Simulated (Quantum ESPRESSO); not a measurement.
# PSi2AlC4: convergence and cost over cutoff and k mesh

A calculation, not a measurement. The program is pw.x of Quantum ESPRESSO 7.5 (plane-wave density functional theory). The cell is made up: 8 atoms on a zincblende/diamond lattice, with randomly drawn elements, strain and displacements, not relaxed. PseudoDojo standard norm-conserving files (v0.5 for PBE, v0.4.1 for LDA and PBEsol) set the functional; there is no spin polarisation, spin-orbit coupling or dispersion term, and the masses in the input are unused placeholders.

Input of the run in row 4:

```
&control calculation='scf', pseudo_dir='./dojo.nc.sr.pbe.v0_5.standard.upf', outdir='./o', disk_io='low', tprnfor=.true., tstress=.true. /
&system ibrav=0, nat=8, ntyp=4, nbnd=22, ecutwfc=82.02448710, nosym=.true., tot_charge=0,
 occupations='smearing', smearing='fd', degauss=0.0018374661
/
&electrons conv_thr=7.350e-09, electron_maxstep=60, /
ATOMIC_SPECIES
Al 1.0 Al.upf
C 1.0 C.upf
P 1.0 P.upf
Si 1.0 Si.upf
CELL_PARAMETERS angstrom
4.5074 -0.0101 -0.0395
-0.0101 4.5418 -0.0387
-0.0395 -0.0387 4.4447
ATOMIC_POSITIONS angstrom
P 0.014 -0.1229 -0.0012
Si -0.0059 2.2554 2.2392
Al 2.2652 0.1253 2.1575
Si 2.2762 2.1176 -0.0414
C 1.0971 1.2853 1.0359
C 0.993 3.3078 3.3078
C 3.2419 1.0549 3.1711
C 3.4519 3.3198 0.9809
K_POINTS automatic
4 4 4 1 1 1
```

The same cell was run at these settings. Meshes are shifted by half a step, and differences are from the last row, which is itself not exact.

| cutoff (eV) | k mesh | k points solved | threshold (eV) | free energy less the last row's (eV) | pressure (GPa) | largest stress difference (GPa) | largest force difference (eV/Å) | iterations | wall time (s) | k-point pools | processor |
| --- | --- | --- | --- | --- | --- | --- | --- | --- | --- | --- | --- |
| 781 | 2 x 2 x 2 | 4 | 1e-04 | 0.702 | -6.96 | 2.27 | 0.150 | 8 | 7 | 4 | AMD EPYC, Zen 5 class |
| 1116 | 1 x 1 x 1 | 1 | 1e-07 | 8.668 | -0.27 | 6.80 | 0.999 | 12 | 9 | 4 | AMD EPYC, Zen 5 class |
| 671 | 4 x 4 x 4 | 32 | 1e-07 | 0.763 | -9.88 | 5.17 | 0.023 | 12 | 14 | 4 | AMD EPYC, Zen 5 class |
| 1116 | 4 x 4 x 4 | 32 | 1e-07 | 0.006 | -4.79 | 0.06 | 0.004 | 12 | 24 | 4 | AMD EPYC, Zen 5 class |
| 1347 | 6 x 6 x 6 | 108 | 1e-07 | 0.000 | -4.73 | 0.00 | 0.000 | 12 | 84 | 4 | AMD EPYC, Zen 5 class |

Each pool is one process. Wall times include start-up and a band step at six k points, which weighs most on the coarsest meshes. The runs were on shared virtual cores whose load varied, so times are rough.